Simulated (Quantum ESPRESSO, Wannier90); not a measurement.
**Tight-binding from DFT: AlP (zinc blende)**

```
begin unit_cell_cart
ang
    0.0000000000    2.7364850000    2.7364850000
    2.7364850000    0.0000000000    2.7364850000
    2.7364850000    2.7364850000    0.0000000000
end unit_cell_cart
begin atoms_frac
Al   0.0000000000  0.0000000000  0.0000000000
P    0.2500000000  0.2500000000  0.2500000000
end atoms_frac
```

Materials Project entry mp-1550; symmetrised, unrelaxed at this level. COD (Crystallography Open Database) has an entry of this formula and space group (matched by these alone). Level: PBEsol, no spin polarisation, no spin-orbit coupling; pw.x of Quantum ESPRESSO at 36 Ry with PseudoDojo potentials, 10×10×10 k-points, Wannier90. Density: 10×10×10 mesh, cold smearing 0.01 Ry.

Band 1 is isolated and gives one Wannier function a cell (P2 3s 60 %, Al1 3p 26 %, Al1 3s 12 %; spread 1.81 Å²). Its on-site energy is ε = -9.868 eV relative to the valence-band maximum, and its hoppings t(R) = t(−R) to the nearer images are (images within this range that aren't listed have |t| under 5 meV):

```
R (lattice vectors; −R alike)  distance (Å)  t (eV)
-----------------------------  ------------  ------
0 0 1                                  3.87  -0.164
0 1 -1                                 3.87  -0.164
0 1 0                                  3.87  -0.164
1 -1 0                                 3.87  -0.164
1 0 -1                                 3.87  -0.164
1 0 0                                  3.87  -0.164
1 -1 -1                                5.47   0.009
1 -1 1                                 5.47   0.009
1 1 -1                                 5.47   0.009
0 1 -2                                 6.70   0.013
0 1 1                                  6.70   0.013
0 2 -1                                 6.70   0.013
1 -2 0                                 6.70   0.013
1 -2 1                                 6.70   0.013
1 0 -2                                 6.70   0.013
1 0 1                                  6.70   0.013
1 1 -2                                 6.70   0.013
1 1 0                                  6.70   0.013
2 -1 -1                                6.70   0.013
2 -1 0                                 6.70   0.013
2 0 -1                                 6.70   0.013
```

Question: Work out the band energy at Γ, X, U, K from these numbers.

Answer: For one orbital E(k) = ε + Σ_R 2 t(R) cos(2π k·R), the sum over the listed R.
- Γ, k = (0.000, 0.000, 0.000): E = -9.868 + (-0.164)·(12.00) + (0.009)·(6.00) + (0.013)·(24.00) = -11.47 eV; pw.x: -11.49 eV
- X, k = (-0.500, -0.500, 0.000): E = -9.868 + (-0.164)·(-4.00) + (0.009)·(6.00) + (0.013)·(-8.00) = -9.26 eV; pw.x: -9.15 eV
- U, k = (-0.375, -0.375, 0.250): E = -9.868 + (-0.164)·(-3.66) + (0.009)·(2.00) + (0.013)·(4.00) = -9.20 eV; pw.x: -9.18 eV
- K, k = (-0.375, 0.000, 0.375): E = -9.868 + (-0.164)·(-3.66) + (0.009)·(2.00) + (0.013)·(4.00) = -9.20 eV; pw.x: -9.18 eV

At these points the listed shells miss the plane-wave band by up to 0.11 eV, of a width of 2.39 eV on the path. With all its hoppings the model misses the band by 0.2 meV at worst on the whole path, so most of the miss comes from the hoppings not listed.
